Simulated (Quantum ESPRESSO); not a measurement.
## Kohn-Sham bands of MgPd3 (Cu3Au type)

```
MgPd3
1.0
    3.93603     0.00000     0.00000
    0.00000     3.93603     0.00000
    0.00000     0.00000     3.93603
Mg Pd
1 3
Direct
  0.00000   0.00000   0.00000
  0.00000   0.50000   0.50000
  0.50000   0.00000   0.50000
  0.50000   0.50000   0.00000
```

Structure: Materials Project mp-7753, symmetrised, not relaxed again. Not found in the COD (Crystallography Open Database) copy used; not checked further. Computed values, not measurements, from PBEsol: Quantum ESPRESSO (norm-conserving PseudoDojo potentials, cutoff 68 Ry, no spin polarisation, no spin-orbit coupling) on a Γ-centred 4×4×4 mesh, then Wannier90. Density: 10×10×10 mesh, cold smearing 0.01 Ry.

Task: List the Kohn-Sham levels between −8 and 3.0 eV relative to the Fermi level at the high-symmetry points, as a band run of pw.x on that density gives them (levels within 2 meV counted together).

Result: 
| point | k (reciprocal lattice) | levels (eV) |
|---|---|---|
| Γ | 0.000 0.000 0.000 | -7.24, -5.19, -4.29 (×3), -4.21 (×2), -1.78 (×3), -0.71 (×2), -0.08, 0.28 (×3), 2.52 (×3) |
| X | 0.000 0.500 0.000 | -5.14, -4.78, -4.22, -3.93, -3.40 (×2), -2.96, -2.53 (×2), -2.27, -1.94, -1.54, -1.52 (×2), -1.30, -0.62, 0.29 |
| M | 0.500 0.500 0.000 | -3.98 (×2), -3.94, -3.54, -3.34, -3.15 (×2), -2.96, -2.47 (×2), -1.86, -1.80 (×2), -1.22, -1.21, -0.77, 0.35, 1.95 (×2) |
| R | 0.500 0.500 0.500 | -5.26, -4.48 (×3), -2.82 (×3), -1.72 (×3), -1.33 (×2), -0.03 (×3), 0.13 (×3), 0.94 |
